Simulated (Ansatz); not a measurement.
# HfB2: all-electron results

```xyz
3
Lattice="3.1400 0.0000 0.0000 -1.5700 2.7193 0.0000 0.0000 0.0000 3.4800" Properties=species:S:1:pos:R:3 pbc="T T T"
Hf    0.0000    0.0000    0.0000
B     0.0000    1.8129    1.7400
B     1.5700    0.9064    1.7400
```

Atoms are numbered in the order listed.

The conventional cell has a = 3.140 Å, b = 3.140 Å, c = 3.480 Å, α = 90.00°, β = 90.00°, γ = 120.00°. Hf (atom 1) is surrounded by 12 B at 2.51 Å. B (atom 2) has 3 B at 1.81 Å as nearest neighbours.

The cell comes from COD entry 1510711, which wasn't checked; take it as a given geometry.

Spin–orbit coupling is left out, though it moves levels of the heavy atoms by tenths of an eV or more.

Methods: DFT, PBEsol, all-electron LAPW, scalar-relativistic (Ansatz 0.2.0); DFT, PBEsol, PAW with Ansatz's default frozen-core files, scalar-relativistic (Ansatz 0.2.0).

For LAPW: a Γ-centred 13×13×11 k mesh, Fermi–Dirac smearing of 0.05 eV, basis error target 0.5 meV/atom, no spin polarisation. PAW takes a cutoff of 420 eV at this cell (files made with PBE, cores remade for this functional). The Ansatz runs share mesh, smearing and spin set-up. Values come from LAPW unless marked.

```yaml
Pressure_at_this_cell: -4.31 GPa
Band_gap: "none: bands cross the Fermi level, a metal"
Stress_xx_yy_zz_compression_positive: -3.87, -3.87, -5.19 GPa
Density_of_states_at_the_Fermi_level_0.2_eV_bin: 0.18 states/eV per cell
Löwdin_charges_with_0.03_e_of_the_cell_spilling_out_of_the_atomic_basis_so_their_sizes_and_signs_hang_on_that_basis: Hf1 0.66, B2 -0.32 e
Bader_charges_from_the_PAW_run: Hf1 +1.55, B2 -0.78 e
Volume_per_atom: 9.90 Å³
```
